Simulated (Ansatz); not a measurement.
The start is a relaxed Fe cell, doubled along one cell vector, shaken by Gaussian noise of σ = 0.08 Å a coordinate. The cell and all atomic positions are relaxed at zero pressure with PBEsol (plane waves to 420 eV, PAW, scalar-relativistic; Ansatz, a program for electronic structure). The first steps use a coarse 8×16×16 k-mesh.

The start:
```yaml
crystal:
  lattice:
    - [-2.78678, 2.78678, 2.78678]
    - [1.39339, -1.39339, 1.39339]
    - [1.39339, 1.39339, -1.39339]
  atoms:
    - { symbol: Fe, position: [0.99833, 0.92409, 0.00329] }
    - { symbol: Fe, position: [0.51126, 0.01716, 0.03479] }
```
Spin-polarised start, with parallel moments on Fe.

**Question.** What is the largest force in the starting geometry, and on which atom (counted from 1)?

**Answer.** 1.00 eV/Å, on Fe1, Fe2 (atoms numbered as listed).

**Question.** By how much does the energy per atom fall from start to end?

**Answer.** 0.04 eV/atom.

**Question.** Does it find its way back to the structure it was made from?

**Answer.** The parent structure is recovered, Im-3m (No. 229).

**Question.** How do the shortest distances between atoms change?

**Answer.** The closest pairs of elements (up to four, under 3.6 Å), start → end: Fe–Fe 2.30 → 2.41 Å.

**Question.** What magnetic moments remain?

**Answer.** Net 2.10 μB/atom, ferromagnetic.

Final structure:

```cif
data_Fe2
_chemical_formula_sum 'Fe2'
_space_group_name_H-M_alt 'Im-3m'
_space_group_IT_number 229
_space_group_name_Hall '-I 4 2 3'
_cell_length_a 2.78678
_cell_length_b 2.78678
_cell_length_c 2.78678
_cell_angle_alpha 90.000
_cell_angle_beta 90.000
_cell_angle_gamma 90.000
loop_
_atom_site_label
_atom_site_type_symbol
_atom_site_symmetry_multiplicity
_atom_site_Wyckoff_symbol
_atom_site_fract_x
_atom_site_fract_y
_atom_site_fract_z
_atom_site_occupancy
Fe1 Fe 2 a 0.00000 0.00000 0.00000 1
```
(The calculation used a cell of 1 atom; values per cell refer to that cell.)

Final values are on a 23×23×23 k-mesh of the relaxed cell. Spin state reached: ferromagnetic (net 2.10 μB/atom), from parallel starting moments; other spin orders were not run from this start.

The run could not lose the symmetry of its start.
